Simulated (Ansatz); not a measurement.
Here is the system:

BN (wurtzite)

```
BN
1.0
    2.55453     0.00000     0.00000
   -1.27726     2.21229     0.00000
    0.00000     0.00000     4.22457
B N
2 2
Direct
  0.66667   0.33333   0.99991
  0.33333   0.66667   0.49991
  0.66667   0.33333   0.62529
  0.33333   0.66667   0.12529
```

In each cell atom 1 (B, nearest neighbour N at 1.567 Å; its periodic images, 2.6 Å or more away, move with it) moves by s·(0.577, 0.577, 0.577) (along Cartesian [111]), the rest being held.

Level of theory: PBE (plane waves to 420 eV, PAW, scalar-relativistic; Ansatz, a quantum-chemistry and plane-wave program). k mesh 12×12×6 (Γ-centred), Fermi-Dirac smearing 0.05 eV. The energy includes the smearing's −TS. Left out: 1 of 11 points, with atoms too close for the PAW data. BN was relaxed with its symmetry unable to fall. The zero of ΔE is the undisplaced structure.

The scan covers s from -0.470 to 0.376 Å in 10 points.

Is this a single well or a double well?

A single well with its minimum at or next to zero displacement.

Is the energy the same for displacements of ±0.376 Å, and if not, which side lies higher?

Not even: the positive side lies higher at ±0.376 Å. With its periodic images moving along, the atom's site symmetry in this cell is 3m..

What is the energy change at s = 0.376 Å?

2655 meV/cell.

What force acts on the atom along the line at s = -0.470 Å?

7.59 eV/Å.

What is the force constant k = d²E/ds² of this move at s = 0?

27.6 eV/Å².

(A displaced cell: forces are minus the slopes of the energy, force constants its curvatures, and phonons follow from these.)
